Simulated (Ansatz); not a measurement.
Here is the system:

C:
```xyz
6
Lattice="2.5823 0.0000 0.0000 0.0000 2.5823 0.0000 0.0000 0.0000 5.9693" Properties=species:S:1:pos:R:3 pbc="T T T"
C      0.0000     0.0000     4.4770
C      0.0000     0.0000     1.4923
C      1.2912     0.0000     5.3002
C      1.2912     0.0000     0.6691
C      0.0000     1.2912     2.3156
C      0.0000     1.2912     3.6537
```

This is the PBEsol-relaxed structure.

All from the program Ansatz at the PBEsol level (PAW), unless another level is named. Estimate the electronic character.

metallic (no gap).

Next, the density of states at the Fermi level?

0.11 states/eV per atom (mean over ±0.08 eV).

Space group P4_2/mmc. The start of the workflow was typed in or built on a structure type; neither database checked (COD, Materials Project) lists it. It is not the phase usual at ambient conditions (space group No. 194, 227). The cell was relaxed with PBEsol under the symmetry of its start; of distortions, only those at the zone centre were tested.

Potentials: the later of the program's two PAW sets.
